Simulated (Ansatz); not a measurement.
Zone-centre phonons of BaPPt: input and output

Method: DFT PBEsol, scalar-relativistic, plane waves, PAW in Ansatz 0.2.0.

Launched with:
```bash
ansatz run input.yaml --threads 4 --pin off --max-ram 12288MiB --backend cpu --events-out ev --progress --plain --runs-dir out
```

Input (bare energies are in eV):
```yaml
crystal:
  lattice:
    - [6.5033213178, 0.0, 0.0]
    - [0.0, 6.5033213178, 0.0]
    - [0.0, 0.0, 6.5033213178]
  atoms:
    - { symbol: Ba, position: [0.6387046725, 0.3612953275, 0.8612953275] }
    - { symbol: Ba, position: [0.3612953275, 0.8612953275, 0.6387046725] }
    - { symbol: Ba, position: [0.1387046725, 0.1387046725, 0.1387046725] }
    - { symbol: Ba, position: [0.8612953275, 0.6387046725, 0.3612953275] }
    - { symbol: P, position: [0.5832755658, 0.9167244342, 0.0832755658] }
    - { symbol: P, position: [0.0832755658, 0.5832755658, 0.9167244342] }
    - { symbol: P, position: [0.9167244342, 0.0832755658, 0.5832755658] }
    - { symbol: P, position: [0.4167244342, 0.4167244342, 0.4167244342] }
    - { symbol: Pt, position: [0.1507265595, 0.3492734405, 0.6507265595] }
    - { symbol: Pt, position: [0.6507265595, 0.1507265595, 0.3492734405] }
    - { symbol: Pt, position: [0.8492734405, 0.8492734405, 0.8492734405] }
    - { symbol: Pt, position: [0.3492734405, 0.6507265595, 0.1507265595] }
basis:
  ecutwfc: 420
kpoints:
  mp_grid: { grid: [6, 6, 6] }
hamiltonian:
  xc: pbesol
scf:
  occupations: { method: fermi_dirac, width: 0.15 }
output:
  eigenvalues: true
phonons:
  method: dfpt
```

The end of the output:
```
--- Phonons (Γ-DFPT): 3 representative perturbations + reference, on 112 of 216 k-points (Σ response iterations 11) ---
  k mesh reduced under 1 symmetry operation, with k and −k counted as one. Each operation leaves every solved perturbation unchanged. A smaller set is not used because it would not reduce the number of displacements ...
  ASR residual: 4.280e-4 → 0.000e0 eV/Å²; symmetrization residual: 7.219e-6 eV/Å²
  ASR residual per site (eV/Å²): 1.55e-4 1.55e-4 1.55e-4 1.55e-4 1.66e-5 1.66e-5 1.66e-5 1.66e-5 4.28e-4 4.28e-4 4.28e-4 4.28e-4
  Γ frequencies (cm⁻¹): 0.00 0.00 0.00 69.57 69.57 78.65 87.59 87.59 87.59 89.57 90.10 90.10 94.62 94.62 94.62 97.46 97.46 97.46 108.32 108.32 108.32 119.14 119.14 119.14 215.27 215.45 215.45 215.45 334.85 334.85 334.85 338.53 338.53 ...
  non-analytic LO–TO correction: not included (Born effective charges unavailable; polar crystals: no LO–TO splitting at Γ)
```

Time: 6.8 min on 4 threads of Arm Neoverse V2, on a shared host, peak memory 7.7 GiB.

In a metal, frequencies and elastic constants depend on the k mesh and the smearing, soft modes and shear constants most. Spin–orbit coupling is left out, which can shift energies with elements as heavy as these.